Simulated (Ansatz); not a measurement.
Al2SbP3 on the sites of Cu2GeS3 (No. 44): a relaxation of cell and atoms in the PAW code Ansatz (PBEsol). It starts from a supercell of the PBEsol minimum, slightly strained and with each coordinate displaced at random by about 0.15 Å.

```yaml
crystal:
  lattice:
    - [-1.9313499205, 7.0438899064, 2.4241321751]
    - [1.9332144378, -6.9661067251, 2.1907545673]
    - [1.9705643288, 6.976880265, -2.1892074538]
  atoms:
    - { symbol: Al, position: [0.4254264995, 0.2635908452, 0.1890859671] }
    - { symbol: Al, position: [0.0681327325, 0.2640257264, 0.8720223643] }
    - { symbol: Sb, position: [0.6986311492, 0.1629311253, 0.4989156265] }
    - { symbol: P, position: [0.3544690833, 0.1087259355, 0.3543360644] }
    - { symbol: P, position: [0.6321757101, -0.0559091456, 0.6436139459] }
    - { symbol: P, position: [0.0558300488, 0.0422929736, -0.0141777295] }
kpoints:
  mp_grid: { grid: [6, 6, 6] }
hamiltonian:
  xc: pbesol
scf:
  occupations: { method: fermi_dirac, width: 0.05 }
relax:
  f_tol: 0.01
  cell: {}
  max_steps: 120
output:
  write_density: true
  write_potential: true
  elf: true
  volumetric_format: npy
```

The trajectory has 9 recorded frames, each with positions in Å and forces in eV/Å. Some frames, the last among them, repeat a geometry solved again on a basis re-selected at its cell; pressure is positive in compression.

Step 1: energy 0.0 meV/atom from step 1, largest force component 6.864 eV/Å, pressure +9.50 GPa
```xyz
6
Lattice="-1.9313 7.0439 2.4241 1.9332 -6.9661 2.1908 1.9706 6.9769 -2.1892" Properties=species:S:1:pos:R:3:forces:R:3 pbc="T T T"
Al    0.0605    2.4797    1.1948   -3.3989   -6.0692    0.5099
Al    2.0972    4.7247   -1.1655    0.2208   -1.4968    0.7878
Sb   -0.0512    7.2670    0.9583    0.1665   -3.5848    1.0684
P     0.2238    4.2116    0.3218   -0.1371    6.8638   -4.3883
P    -0.0608    9.3329    0.0010    3.1300    3.4695    1.9789
P    -0.0540   -0.0003    0.2590    0.0187    0.8176    0.0433
```

Step 2: energy -362.0 meV/atom from step 1, largest force component 1.810 eV/Å, pressure +1.97 GPa
```xyz
6
Lattice="-1.9579 7.0620 2.3928 1.9579 -7.0061 2.2251 1.9707 7.0095 -2.2251" Properties=species:S:1:pos:R:3:forces:R:3 pbc="T T T"
Al    0.0201    2.4247    1.1466   -0.8622   -1.7973   -0.4189
Al    2.1085    4.7028   -1.1837    0.0479   -0.9274    0.2489
Sb   -0.0473    7.1573    0.9486    0.0945   -1.2176    0.1941
P     0.1699    4.3693    0.1775   -0.3668    1.8098   -1.2314
P    -0.0294    9.4515    0.0714    0.9958    1.7234    1.2051
P    -0.0459    0.0019    0.2747    0.0908    0.4089    0.0022
```

Step 3: energy -445.9 meV/atom from step 1, largest force component 0.671 eV/Å, pressure +0.71 GPa
```xyz
6
Lattice="-1.9305 7.0837 2.4154 1.9236 -7.0199 2.2178 1.9335 7.0209 -2.2235" Properties=species:S:1:pos:R:3:forces:R:3 pbc="T T T"
Al    0.0376    2.3512    1.1027   -0.1597   -0.4716    0.1207
Al    1.9961    4.6659   -1.1594   -0.2047    0.0027    0.0210
Sb   -0.0016    7.1171    0.9056    0.0413   -0.2964    0.1909
P     0.0504    4.4370    0.1613    0.1370    0.6705   -0.2066
P     0.0281    9.6060    0.2207    0.1574    0.0270   -0.0478
P     0.0052   -0.0030    0.2530    0.0286    0.0675   -0.0782
```

Step 4: energy -451.2 meV/atom from step 1, largest force component 0.258 eV/Å, pressure +0.55 GPa
```xyz
6
Lattice="-1.9231 7.0355 2.3617 1.9250 -7.0148 2.3000 1.9379 7.0189 -2.2984" Properties=species:S:1:pos:R:3:forces:R:3 pbc="T T T"
Al    0.0481    2.3372    1.0624   -0.1048   -0.2502    0.2280
Al    1.9622    4.6511   -1.1993   -0.1225    0.0814   -0.0580
Sb    0.0411    7.0706    0.8792    0.0056   -0.2110    0.0255
P     0.0169    4.4568    0.1152    0.1516    0.2576   -0.0425
P     0.0423    9.5641    0.1215    0.0802    0.0613   -0.1376
P     0.0338   -0.0146    0.2589   -0.0101    0.0607   -0.0153
```

Step 5: energy -453.0 meV/atom from step 1, largest force component 0.124 eV/Å, pressure +0.23 GPa
```xyz
6
Lattice="-1.9266 7.0393 2.3626 1.9348 -7.0209 2.3124 1.9326 7.0224 -2.3055" Properties=species:S:1:pos:R:3:forces:R:3 pbc="T T T"
Al    0.0469    2.3319    1.0792   -0.0703   -0.0827    0.1241
Al    1.9505    4.6582   -1.2084   -0.0223    0.0838   -0.0243
Sb    0.0476    7.0546    0.8802   -0.0076   -0.0867   -0.0025
P     0.0112    4.4680    0.1126    0.0653    0.0809   -0.0440
P     0.0363    9.5724    0.1156    0.0441    0.0291   -0.0689
P     0.0384   -0.0070    0.2524   -0.0093   -0.0247    0.0157
```

Step 6: energy -453.9 meV/atom from step 1, largest force component 0.026 eV/Å, pressure +0.08 GPa
```xyz
6
Lattice="-1.9331 7.0342 2.3315 1.9308 -7.0366 2.3361 1.9411 7.0388 -2.3381" Properties=species:S:1:pos:R:3:forces:R:3 pbc="T T T"
Al    0.0319    2.3275    1.0925   -0.0034    0.0239   -0.0169
Al    1.9671    4.6934   -1.2427    0.0031   -0.0226   -0.0164
Sb    0.0354    7.0285    0.8379   -0.0102   -0.0083    0.0261
P     0.0318    4.4699    0.0821    0.0026   -0.0024    0.0133
P     0.0373    9.5858    0.0791    0.0016    0.0071    0.0109
P     0.0314   -0.0089    0.2488    0.0062    0.0020   -0.0171
```

Step 7: energy -453.9 meV/atom from step 1, largest force component 0.012 eV/Å, pressure +0.01 GPa
```xyz
6
Lattice="-1.9360 7.0441 2.3365 1.9361 -7.0431 2.3334 1.9347 7.0427 -2.3333" Properties=species:S:1:pos:R:3:forces:R:3 pbc="T T T"
Al    0.0312    2.3332    1.0911   -0.0043    0.0077    0.0004
Al    1.9646    4.6922   -1.2425    0.0024   -0.0117    0.0025
Sb    0.0302    7.0362    0.8494    0.0000   -0.0028   -0.0099
P     0.0294    4.4754    0.0850   -0.0002    0.0116   -0.0023
P     0.0300    9.5940    0.0846    0.0027   -0.0025    0.0093
P     0.0308   -0.0081    0.2516   -0.0006   -0.0023    0.0001
```

Step 8: energy -453.9 meV/atom from step 1, largest force component 0.002 eV/Å, pressure -0.01 GPa
```xyz
6
Lattice="-1.9357 7.0446 2.3361 1.9361 -7.0436 2.3334 1.9352 7.0435 -2.3330" Properties=species:S:1:pos:R:3:forces:R:3 pbc="T T T"
Al    0.0310    2.3348    1.0915   -0.0012    0.0020   -0.0001
Al    1.9657    4.6915   -1.2423    0.0013    0.0014   -0.0005
Sb    0.0305    7.0361    0.8477    0.0008    0.0006    0.0024
P     0.0301    4.4773    0.0849   -0.0007   -0.0025    0.0002
P     0.0304    9.5941    0.0859    0.0004    0.0002   -0.0005
P     0.0306   -0.0082    0.2510   -0.0006   -0.0017   -0.0015
```

Step 9: energy -454.0 meV/atom from step 1, largest force component 0.003 eV/Å, pressure 0.00 GPa
```xyz
6
Lattice="-1.9357 7.0446 2.3361 1.9361 -7.0436 2.3334 1.9352 7.0435 -2.3330" Properties=species:S:1:pos:R:3:forces:R:3 pbc="T T T"
Al    0.0310    2.3348    1.0915   -0.0012    0.0022   -0.0002
Al    1.9657    4.6915   -1.2423    0.0013    0.0015   -0.0006
Sb    0.0305    7.0361    0.8477    0.0008    0.0006    0.0024
P     0.0301    4.4773    0.0849   -0.0007   -0.0026    0.0003
P     0.0304    9.5941    0.0859    0.0004    0.0001   -0.0004
P     0.0306   -0.0082    0.2510   -0.0006   -0.0018   -0.0015
```

The walk took 8 steps, besides SCFs solved again on a fresh basis, and changed the volume by +0.9 %. The last SCF, on a fresh basis, lies 454 meV an atom below the first. Final cell: the symmetry is Imm2 (No. 44, orthorhombic); conventional cell a = 3.871 Å, b = 14.088 Å, c = 4.669 Å, 21.22 Å³ an atom. Al is surrounded by 4 P at 2.36–2.49 Å; Sb is surrounded by 4 P at 2.60–2.67 Å; P is surrounded by 3 Al at 2.36–2.37 Å and 1 Sb at 2.67 Å; P is surrounded by 2 Al at 2.49 Å and 2 Sb at 2.60 Å.

Run as `ansatz run input.yaml --threads 2 --pin off --max-ram 2211MiB --backend cpu --events-out ev --progress --plain --runs-dir out`. It took 2.5 min on 2 threads of Arm Neoverse V2, on a shared host; peak host memory 0.58 GiB.

Values at 0 K without nuclear motion; spin polarisation is off, and the phase may be a hypothetical one.
